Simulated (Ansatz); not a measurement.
Bands of CsPbCl3

```
CELL_PARAMETERS angstrom
5.60500 0.00000 0.00000
0.00000 5.60500 0.00000
0.00000 0.00000 5.60500
ATOMIC_POSITIONS crystal
Cs 0.00000 0.00000 0.00000
Pb 0.50000 0.50000 0.50000
Cl 0.00000 0.50000 0.50000
Cl 0.50000 0.00000 0.50000
Cl 0.50000 0.50000 0.00000
```

Atoms are numbered in the order listed.

The cell is COD entry 1530110, as deposited and not checked against the literature; nothing was relaxed.

Spin–orbit coupling is left out, though it moves levels of the heavy atoms by tenths of an eV or more.

Method: Ansatz 0.2.0, DFT, PBE, all-electron LAPW, scalar-relativistic.

Numerical set-up: a Γ-centred 5×5×5 k mesh, Fermi–Dirac smearing of 0.01 eV, basis error target 0.5 meV/atom, no spin polarisation.

Points in fractions of the reciprocal vectors of this cell: Γ (0, 0, 0), X (0, 0.5, 0), M (0.5, 0.5, 0), R (0.5, 0.5, 0.5). The path joins them by straight lines in the order Γ–X–M–Γ–R–X–R–M; legs that retrace an earlier one aren't tabulated. Energies are in eV from the top of the valence band.

Problem. Metal or insulator at this level of theory?

Solution. An insulator or semiconductor: gap 1.93 eV, direct at R (0.5, 0.5, 0.5).

Problem. Tabulate bands 51 to 57, counted from the lowest band of the run, along the path.

Solution. 
```csv
k (1/Å),point,band 51,band 52,band 53,band 54,band 55,band 56,band 57
0.00,Γ,-2.66,-2.55,-2.55,-2.55,3.33,4.27,4.27
0.14,,-2.67,-2.57,-2.57,-2.55,3.48,4.38,4.38
0.28,,-2.71,-2.61,-2.61,-2.45,3.84,4.62,4.67
0.42,,-2.74,-2.64,-2.64,-2.02,3.48,4.49,5.02
0.56,X,-2.76,-2.66,-2.66,-1.70,3.02,4.67,5.18
0.70,,-2.69,-2.66,-2.59,-1.65,2.94,4.80,4.98
0.84,,-2.75,-2.67,-2.42,-1.46,2.76,4.07,5.10
0.98,,-2.81,-2.70,-2.29,-1.09,2.59,3.03,4.97
1.12,M,-2.84,-2.78,-2.24,-0.82,2.52,2.52,4.92
1.32,,-2.79,-2.68,-2.32,-1.38,3.05,3.14,5.01
1.52,,-2.68,-2.64,-2.45,-2.27,4.08,4.25,4.62
1.72,,-2.64,-2.58,-2.57,-2.53,3.62,4.47,4.48
1.91,Γ,-2.66,-2.55,-2.55,-2.55,3.33,4.27,4.27
2.16,,-2.60,-2.60,-2.54,-2.54,3.74,4.55,4.55
2.40,,-2.47,-2.47,-2.45,-2.11,3.91,3.91,3.98
2.64,,-2.34,-2.34,-2.30,-0.86,2.56,2.56,2.76
2.88,R,-2.23,-2.23,-2.23,0.00,1.93,1.93,1.93
3.08,,-2.33,-2.32,-2.27,-0.57,2.10,2.48,2.63
3.28,,-2.51,-2.48,-2.38,-1.26,2.48,3.67,3.83
3.48,,-2.68,-2.61,-2.55,-1.60,2.86,4.82,4.89
3.68,X,-2.76,-2.66,-2.66,-1.70,3.02,4.67,5.18
4.47,R,-2.23,-2.23,-2.23,0.00,1.93,1.93,1.93
4.61,,-2.29,-2.29,-2.23,-0.29,2.02,2.02,2.49
4.75,,-2.46,-2.46,-2.24,-0.62,2.22,2.22,3.49
4.89,,-2.66,-2.66,-2.24,-0.78,2.43,2.43,4.40
5.03,M,-2.84,-2.78,-2.24,-0.82,2.52,2.52,4.92
```

Kohn–Sham gaps of semilocal functionals usually fall short of measured ones.
